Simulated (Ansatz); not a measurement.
MoPt (rock salt, Fm-3m) under volume change, DFT-r²SCAN in the program Ansatz with PAW potentials, scaled uniformly.

```csv
V (Å³/atom),E − E(relaxed) (meV/atom),P (GPa)
16.148,114.0,24.96
16.680,47.7,15.21
17.212,11.2,6.96
17.745,0.0,0.00
18.277,10.0,-5.88
18.809,…,…
19.342,…,…
```

**Question.** Complete the blanks.

**Answer.** 
- 18.809, E − E(relaxed) (meV/atom): 38.0
- 18.809, P (GPa): -10.83
- 19.342, E − E(relaxed) (meV/atom): 81.1
- 19.342, P (GPa): -14.99

**Question.** What does a third-order Birch–Murnaghan fit give for V₀, B₀ and B′?

**Answer.** V₀ = 17.74 Å³/atom, B₀ = 213 GPa, B′ = 4.6.

The start of the workflow was typed in or built on a structure type; neither database checked (COD, Materials Project) lists it. Its standing as an ambient phase is unchecked. Symmetry was held in the r²SCAN relaxation; whether a distortion lowers the energy is not shown. No spin polarisation was allowed. The volume moved by 16 % from the start of the relaxation. Its formation energy is positive at this level, so the cell may be metastable or incomplete. Spin–orbit coupling is left out wherever it is not named.

Potentials: the later of the program's two PAW sets.
